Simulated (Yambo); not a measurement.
G0W0@PBEsol for Cs2RbScF6 (space group Fm-3m, No. 225) in Yambo. Reference settings: 2×2×2 Γ-centred k mesh, bands 2 to 398 and a 8 Ry block in the screening, 398 bands in G with the Bruneval-Gonze terminator, plasmon pole fitted at 27.2 eV. The PBEsol gap Γ → Γ on this mesh is 6.41 eV; G0W0 gaps are taken between the same points.

The settings were changed. The gap went from 9.62 eV to 9.82 eV, and the shift of the valence edge from -2.23 eV to -2.53 eV.

**Question.** What was changed between the two runs?
(A) 145 bands in G, no terminator
(B) 253 bands in G, no terminator
(C) 3 Ry block
(D) 253 bands in W, 253 bands in G

**Answer.** C, 3 Ry block. The others gave (gap, valence shift): 253 bands in G, no terminator: 9.44, -1.92 eV; 253 bands in W, 253 bands in G: 9.64, -2.18 eV; 145 bands in G, no terminator: 9.39, -1.70 eV.

Geometry of the Materials Project entry, not relaxed at this level; primitive cell a = 6.731 Å, b = 6.731 Å, c = 6.731 Å, α = 60.00°, β = 60.00°, γ = 60.00°.

The structure is a Materials Project entry; no match was found in the copy of COD used, and its stability was not checked.

A shift is the quasiparticle energy of the state minus its PBEsol energy.
